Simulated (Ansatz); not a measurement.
# Profile along the Li–Li line in Li (bcc, W type)

Li (bcc, W type)

```
Li
1.0
   -1.71759     1.71759     1.71759
    1.71759    -1.71759     1.71759
    1.71759     1.71759    -1.71759
Li
1
Direct
  0.00000   0.00000   0.00000
```

Fields along a shortest Li–Li line of a {211} plane (2.97 Å), from Li to Li, interpolated on the slice's grid (step about 0.2 Å). Method: PBE (plane waves to 420 eV, PAW, scalar-relativistic; Ansatz, an electronic-structure program). k mesh 19×19×19. Near the nuclei the fields are pseudised (PAW); where an atom keeps semicore shells as valence, they peak there. Li was relaxed with its symmetry unable to fall.

```json
[
 {"distance from Li (Å)": "0.00", "valence electron density (e/Å³)": "9.48", "electron localisation function": "x"},
 {"distance from Li (Å)": "0.15", "valence electron density (e/Å³)": "7.97", "electron localisation function": "x"},
 {"distance from Li (Å)": "0.30", "valence electron density (e/Å³)": "4.60", "electron localisation function": "x"},
 {"distance from Li (Å)": "0.45", "valence electron density (e/Å³)": "1.68", "electron localisation function": "x"},
 {"distance from Li (Å)": "0.59", "valence electron density (e/Å³)": "0.36", "electron localisation function": "0.36"},
 {"distance from Li (Å)": "0.74", "valence electron density (e/Å³)": "0.08", "electron localisation function": "0.02"},
 {"distance from Li (Å)": "0.89", "valence electron density (e/Å³)": "0.05", "electron localisation function": "0.02"},
 {"distance from Li (Å)": "1.04", "valence electron density (e/Å³)": "0.05", "electron localisation function": "0.12"},
 {"distance from Li (Å)": "1.19", "valence electron density (e/Å³)": "0.05", "electron localisation function": "0.31"},
 {"distance from Li (Å)": "1.34", "valence electron density (e/Å³)": "0.05", "electron localisation function": "0.46"},
 {"distance from Li (Å)": "1.49", "valence electron density (e/Å³)": "0.05", "electron localisation function": "0.51"},
 {"distance from Li (Å)": "1.63", "valence electron density (e/Å³)": "0.05", "electron localisation function": "0.46"},
 {"distance from Li (Å)": "1.78", "valence electron density (e/Å³)": "0.05", "electron localisation function": "0.31"},
 {"distance from Li (Å)": "1.93", "valence electron density (e/Å³)": "0.05", "electron localisation function": "0.12"},
 {"distance from Li (Å)": "2.08", "valence electron density (e/Å³)": "0.05", "electron localisation function": "0.02"},
 {"distance from Li (Å)": "2.23", "valence electron density (e/Å³)": "0.08", "electron localisation function": "0.02"},
 {"distance from Li (Å)": "2.38", "valence electron density (e/Å³)": "0.36", "electron localisation function": "0.36"},
 {"distance from Li (Å)": "2.52", "valence electron density (e/Å³)": "1.68", "electron localisation function": "x"},
 {"distance from Li (Å)": "2.67", "valence electron density (e/Å³)": "4.60", "electron localisation function": "x"},
 {"distance from Li (Å)": "2.82", "valence electron density (e/Å³)": "7.97", "electron localisation function": "x"},
 {"distance from Li (Å)": "2.97", "valence electron density (e/Å³)": "9.48", "electron localisation function": "x"}
]
```

x: too close to a nucleus for the ELF to mean much.

Density on the Li–Li line (2.97 Å) at its midpoint: 0.05 e/Å³. ELF at that point: 0.51. ELF maximum in the middle third of the Li–Li line: 0.51, 1.5 Å from Li.
